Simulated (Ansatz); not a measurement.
# Relaxing a structure of Ir

The start is a relaxed Ir cell, doubled along one cell vector, shaken by Gaussian noise of σ = 0.08 Å a coordinate. The cell and all atomic positions are relaxed at zero pressure with r2SCAN (plane waves to 500 eV, PAW, scalar-relativistic; Ansatz, a quantum-chemistry and plane-wave program). First-step values are on the input's coarse k-mesh.

Ansatz input (later rounds restart from its end on a renewed k-mesh):
Ansatz 0.2 input:
```yaml
crystal:
  lattice:
    - [-3.329070621, 3.329070621, 2.6469298388]
    - [1.6645353105, -1.6645353105, 1.3234649194]
    - [1.6645353105, 1.6645353105, -1.3234649194]
  atoms:
    - { symbol: Ir, position: [0.0017011214, -0.0013854823, 0.0222209972] }
    - { symbol: Ir, position: [0.5086775135, 0.0454438105, 0.0459521172] }
basis: { ecutwfc: 500, ecutrho_ratio: 4, xc_grid: 4, fft_grid_basis: typed }
kpoints: { mp_grid: { grid: [8, 15, 14] } }
hamiltonian:
  xc: r2scan
  dispersion: none
  pseudopotentials: { kind: paw }
scf: { occupations: { method: fermi_dirac, width: 0.05 } }
relax: { f_tol: 0.01, max_steps: 100, cell: { stress_tol: 0.02 } }
output: { forces: true, stress: true }
```

Question: What is the largest force in the starting geometry, and on which atom (counted from 1)?

Answer: 0.46 eV/Å, on Ir1, Ir2 (atoms numbered as listed).

Question: By how much does the energy per atom fall from start to end?

Answer: 0.34 eV/atom.

Question: How does the volume per atom move from start to end?

Answer: -3.2 %, from 14.67 to 14.20 Å³/atom.

Question: Is the parent structure recovered?

Answer: It does not go back: it reaches Fm-3m (No. 225), fcc (Cu type), 0.34 eV/atom below the parent.

Question: What does it relax into? Give the structure.

Answer: 
Space group Fm-3m (No. 225); a = b = c = 3.8444 Å, α = β = γ = 90.00°

```tsv
atom	site	symmetry	x	y	z
Ir	4b	m-3m	0.5000	0.5000	0.5000
```
(The calculation used a cell of 1 atom; values per cell refer to that cell.)

Final values are on a 21×21×21 k-mesh of the relaxed cell. No spin polarisation in the result.

The run could not lose the symmetry of its start.

Of the parent cell (I4/mmm (No. 139)): it is a generated cell of Ir: the first start was made by placing the elements on the sites of a structure type, and the end was not matched to a known phase here, so it may be hypothetical. Known forms of Ir include space group No. 225.
